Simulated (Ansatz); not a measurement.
AlP (NiAs type, space group No. 194) under volume change, PBE in the plane-wave PAW code Ansatz, shape and atoms relaxed at each volume.

| V (Å³/atom) | E − E(relaxed) (meV/atom) | P (GPa) |
|---|---|---|
| 14.785 | 50.1 | 11.91 |
| 15.272 | 21.0 | 7.30 |
| 15.760 | 5.0 | 3.37 |
| 16.247 | 0.0 | 0.00 |
| 16.734 | 4.5 | -2.88 |
| 17.222 | 17.1 | -5.33 |
| 17.709 | 36.5 | -7.41 |

Q: What does a third-order Birch–Murnaghan fit give for V₀, B₀ and B′?

A: V₀ = 16.25 Å³/atom, B₀ = 103 GPa, B′ = 4.2.

Space group P6_3/mmc (NiAs type). The start of the workflow was typed in or built on a structure type; neither database checked (COD, Materials Project) lists it. It is not the phase usual at ambient conditions (space group No. 216). The cell was relaxed with PBE under the symmetry of its start; whether a distortion lowers the energy is not shown.

Potentials: the later of the program's two PAW sets.
